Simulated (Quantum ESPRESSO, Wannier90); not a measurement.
# Tight-binding from DFT: Zn2SeS (P-4m2)

```
begin unit_cell_cart
ang
    3.9092900000    0.0000000000    0.0000000000
    0.0000000000    3.9092900000    0.0000000000
    0.0000000000    0.0000000000    5.5221200000
end unit_cell_cart
begin atoms_frac
Zn   0.5000000000  0.0000000000 -0.2369400000
Zn   0.0000000000  0.5000000000  0.2369400000
Se   0.0000000000  0.0000000000  0.5000000000
S    0.5000000000  0.5000000000  0.0000000000
end atoms_frac
```

Materials Project entry mp-1215430; symmetrised, unrelaxed at this level. Not found in the COD (Crystallography Open Database) copy used; not checked further. Level: PBEsol, no spin polarisation, no spin-orbit coupling; pw.x of Quantum ESPRESSO at 69 Ry with PseudoDojo potentials, 8×8×6 k-points, Wannier90. Density: 8×8×6 mesh, cold smearing 0.01 Ry. Spin-orbit coupling, left out, would split the p-like bands by a few tenths of an eV.

A tight-binding model is made by disentanglement and projection with no localisation steps (num_iter = 0), so the 16 orbitals stay atom-like: hydrogen-like Zn: s;p; Se: s;p; S: s;p, axes along x, y, z; frozen window up to 2.99 eV relative to the valence-band maximum. It follows pw.x to 1.8 meV rms for states up to 2.5 eV relative to the valence-band maximum. Matrix elements depend on this choice of orbitals and windows. Bands 16–25 (Zn 3d 94 %) lie between the kept ones and are excluded.

Q: What are the on-site energies relative to the valence-band maximum, and how fast do the hoppings decay?

A: 
```
atom  orbitals  energy (eV)
----  --------  -----------
Zn1          s         0.72
Zn1      pz px         5.83
Zn1         py         5.90
Zn2          s         0.72
Zn2      pz py         5.83
Zn2         px         5.90
Se3          s       -10.34
Se3         pz         0.78
Se3      px py         0.71
S4           s       -10.32
S4          pz         0.02
S4       px py         0.09
```

| distance of the centres (Å) | largest modulus (eV) |
|---|---|
| 2–3 | 2.0 |
| 3–4 | 0.56 |
| 4–5 | 0.22 |
| 5–6 | 0.075 |
| 6–7 | 0.099 |
| 7–8 | 0.030 |
| 8–9 | 0.013 |
| 9–10 | 0.015 |
| 10–11 | 0.0092 |
| 11–12 | 0.0061 |
| 12–13 | 0.0045 |
